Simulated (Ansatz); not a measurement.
**HfCo: sound and stiffness along [100], [110] and [111]**

Computed with DFT LDA, scalar-relativistic, plane waves, PAW in Ansatz 0.2.0. Cutoff 420 eV, 14×14×14 k-points (Γ-centred), Fermi-Dirac smearing of 0.15 eV. No spin polarisation.

Equilibrium structure at this level:
```yaml
crystal:
  lattice:
    - [3.07788, 0.00000, 0.00000]
    - [0.00000, 3.07788, 0.00000]
    - [0.00000, 0.00000, 3.07788]
  atoms:
    - { symbol: Hf, position: [0.50000, 0.50000, 0.50000] }
    - { symbol: Co, position: [0.00000, 0.00000, 0.00000] }
```

In a metal, frequencies and elastic constants depend on the k mesh and the smearing, soft modes and shear constants most. Spin polarisation was left out, and a magnetic state may lie lower. Spin–orbit coupling is left out, which can shift energies with elements as heavy as these.

With ions relaxed, on the cubic axes: C11 = 255.9, C12 = 158.6, C44 = 51.8 GPa. The density is 13.521 g/cm³.

Q: Is the crystal stable against strain, and how anisotropic is it?

A: Born's conditions hold: C11 + 2C12 = 573.0, C11 − C12 = 97.3 and C44 = 51.8 GPa are all positive. B = (C11 + 2C12)/3 = 191.0 GPa. The two shear moduli are C44 and C′ = (C11 − C12)/2 = 48.7 GPa, so Zener's ratio is A = C44/C′ = 1.06: nearly isotropic. The Cauchy pressure C12 − C44 is 106.8 GPa; it would vanish for pair forces between atoms on inversion centres at zero pressure, and a positive value is usual with metallic or many-body binding.

Q: Give the sound speeds along the three symmetry directions.

A: The Christoffel equation gives ρv² for each branch:
```
direction branch                    ρv²    GPa v (m/s)
    [100]              L                    C11  255.9     4350
    [100]         T (×2) C44   51.8     1957
    [110]              L   (C11 + C12 + 2C44)/2  259.0     4377
    [110]   T, u ∥ [001]                    C44   51.8     1957
    [110]  T, u ∥ [1-10]          (C11 − C12)/2   48.7     1897
    [111]              L  (C11 + 2C12 + 4C44)/3  260.0     4385
    [111]         T (×2) (C11 − C12 + C44)/3   49.7     1917
```

Q: How does Young's modulus depend on direction?

A: Inverting gives S11 = 7.432, S12 = -2.843, S44 = 19.312 TPa⁻¹. Along a unit vector (l, m, n), 1/E = S11 − 2(S11 − S12 − S44/2)(l²m² + m²n² + n²l²), where the last bracket is 0, 1/4 and 1/3 for [100], [110] and [111]: E = 135, 140 and 142 GPa. With A > 1 the body diagonal is stiffest. For a film on (001), the biaxial modulus is C11 + C12 − 2C12²/C11 = 218 GPa and the normal strain is −2C12/C11 = -1.24 times the in-plane one.